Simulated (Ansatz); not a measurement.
Sb (A7 type, space group R-3m)

```
Sb
1.0
    2.16397     1.24937     3.78144
   -2.16397     1.24937     3.78144
    0.00000    -2.49874     3.78144
Sb
2
Direct
  0.23324   0.23324   0.23324
  0.76676   0.76676   0.76676
```

The volume is varied about the relaxed value V₀ at fixed cell shape. The atoms relax within the cell's symmetry.

Computed with r2SCAN+rVV10 (plane waves to 500 eV, PAW, scalar-relativistic; Ansatz, an electronic-structure program). k mesh 13×13×13 (Γ-centred), Fermi-Dirac smearing 0.05 eV. The energy includes the smearing's −TS. Sb was relaxed with its symmetry unable to fall. Spin-orbit coupling is left out, though Sb is heavy. ΔE is measured from the relaxed starting cell.

Q: Give the computed ΔE (eV/atom) at V/V₀ = 0.940, 0.955, 0.970, 0.985, 1.015, 1.030, 1.045, 1.060.

A: 
| V/V₀ | ΔE (eV/atom) |
|---|---|
| 0.940 | 0.017 |
| 0.955 | 0.009 |
| 0.970 | 0.004 |
| 0.985 | 0.001 |
| 1.015 | 0.001 |
| 1.030 | 0.004 |
| 1.045 | 0.008 |
| 1.060 | 0.014 |

(A scan under strain: stresses follow from slopes of the energy per volume, elastic moduli from its curvatures.)
